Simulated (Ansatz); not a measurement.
## Two states of VClO

```xyz
6
Lattice="3.7375 0.0000 0.0000 0.0000 3.2629 0.0000 0.0000 0.0000 7.8211" Properties=species:S:1:pos:R:3 pbc="T T T"
V     0.0000    1.6315    0.8979
V     1.8688    0.0000    6.9233
Cl    0.0000    0.0000    2.5646
Cl    1.8688    1.6315    5.2566
O     0.0000    0.0000    7.4629
O     1.8688    1.6315    0.3582
```

The numbers come from plane-wave PAW DFT (Ansatz): r2SCAN, with U_eff = 5.65 eV on V d (all-electron-ortho-atomic projectors), 500 eV, 6×6×3 Γ-centred k points, methfessel-paxton occupations (width 0.2897 eV). Nothing was relaxed.

State A: V1 up, V2 up (collinear spin). State B: V1 up, V2 down (collinear spin).

Question: Which state is lower, and how do they differ?

Answer: State A is lower by 3.4 meV an atom at zero smearing.

```csv
state,free energy (meV/atom),largest moment in a small sphere (μB),net moment (μB/cell),gap on mesh (eV),pressure (GPa),largest force (eV/Å)
A,0.0,1.55,4.00,3.57,11.1,1.00
B,3.4,1.54,0.00,3.65,11.1,0.99
```

Origin: a database entry at a rescaled volume. Caveats: atoms or cell far from equilibrium; wide smearing; an odd or shifted mesh can miss the band edges, so this level's true gap may be smaller.
